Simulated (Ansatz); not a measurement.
## Ga₃Se: dependence on the set of potentials

Method: Ansatz, DFT PBE, scalar-relativistic, plane waves. The atoms stay where they are, in a cell that isn't relaxed at these levels; pressure is positive in compression.

```
Ga Se
1.0
     4.43246    0.00000    0.00000
     0.00000    4.43246    0.00000
     0.00000    0.00000    4.43246
Ga Se
3 1
Direct
  0.00000 0.50000 0.50000
  0.50000 0.00000 0.50000
  0.50000 0.50000 0.00000
  0.00000 0.00000 0.00000
```

* Γ-centred k-mesh: 10×10×10
* occupation rule: Gaussian smearing, 0.1 eV
* spin treatment: unpolarised

```
         set of potentials cutoff (eV) gap on mesh (eV) P (GPa)
         PAW (default set)          420             metal     -0.6
          PAW (harder set)         1020             metal     -0.6
norm-conserving potentials         1170             metal     -0.6
```